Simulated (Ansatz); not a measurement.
KTaO$_{3}$:
```cif
data_KO3Ta
_chemical_formula_sum 'K1 Ta1 O3'
_space_group_name_H-M_alt 'P 1'
_space_group_IT_number 1
_cell_length_a 4.02439
_cell_length_b 4.02439
_cell_length_c 4.02439
_cell_angle_alpha 90.000
_cell_angle_beta 90.000
_cell_angle_gamma 90.000
loop_
_space_group_symop_operation_xyz
  'x, y, z'
loop_
_atom_site_label
_atom_site_type_symbol
_atom_site_fract_x
_atom_site_fract_y
_atom_site_fract_z
_atom_site_occupancy
K1 K 0.50000 0.50000 0.50000 1
Ta1 Ta 0.00000 0.00000 0.00000 1
O1 O 0.00000 0.50000 0.00000 1
O2 O 0.50000 0.00000 0.00000 1
O3 O 0.00000 0.00000 0.50000 1
```

Relaxed with PBE. Independent-particle spectrum: no excitons, no local fields, no scissors shift; 0.1 eV broadening; ε₁ of the summed bands alone.

**Question.** Tabulate the dielectric function from DFT-PBE in the program Ansatz with PAW potentials.

**Answer.** 

| E (eV) | ε₁ xx | ε₂ xx |
|---|---|---|
| 0.0 | 5.36 | 0.00 |
| 0.4 | 5.39 | 0.00 |
| 0.8 | 5.46 | 0.00 |
| 1.2 | 5.61 | 0.00 |
| 1.6 | 5.83 | 0.00 |
| 2.0 | 6.20 | 0.00 |
| 2.4 | 6.85 | 0.00 |
| 2.8 | 8.60 | 0.32 |
| 3.2 | 9.22 | 4.28 |
| 3.6 | 6.68 | 5.08 |
| 4.0 | 5.61 | 5.11 |
| 4.4 | 4.92 | 5.20 |
| 4.8 | 4.08 | 5.62 |
| 5.2 | 3.23 | 5.60 |
| 5.6 | 2.44 | 5.96 |
| 6.0 | -1.84 | 6.19 |
| 6.4 | -0.80 | 1.06 |
| 6.8 | 1.53 | 0.25 |
| 7.2 | 3.64 | 0.78 |
| 7.6 | 3.37 | 2.26 |
| 8.0 | 3.40 | 2.41 |
| 8.4 | 3.72 | 2.83 |
| 8.8 | 4.19 | 3.87 |
| 9.2 | 2.13 | 5.27 |
| 9.6 | 1.17 | 5.02 |
| 10.0 | 0.09 | 4.05 |
| 10.4 | -0.47 | 2.97 |
| 10.8 | 0.20 | 2.56 |
| 11.2 | 0.23 | 2.10 |
| 11.6 | 0.71 | 1.93 |
| 12.0 | 0.86 | 2.27 |

**Question.** From ε at 3.0 eV (xx: 9.69 + 1.84i), find n, k, the normal reflectivity and the absorption coefficient.

**Answer.** n = 3.13, k = 0.294, R = 27 %, α = 2kE/ħc = 89000 cm⁻¹.

With all bands, ε∞ without local fields is 5.52. DFPT, with local fields, gives 5.41.

Space group Pm-3m (cubic perovskite). Symmetry was held in the PBE relaxation. At this level the phase is dynamically unstable (imaginary phonons). The run is not spin-polarised. Scalar-relativistic: spin–orbit coupling is off unless named, which matters more the heavier the elements.

Potentials: the later of the program's two PAW sets.
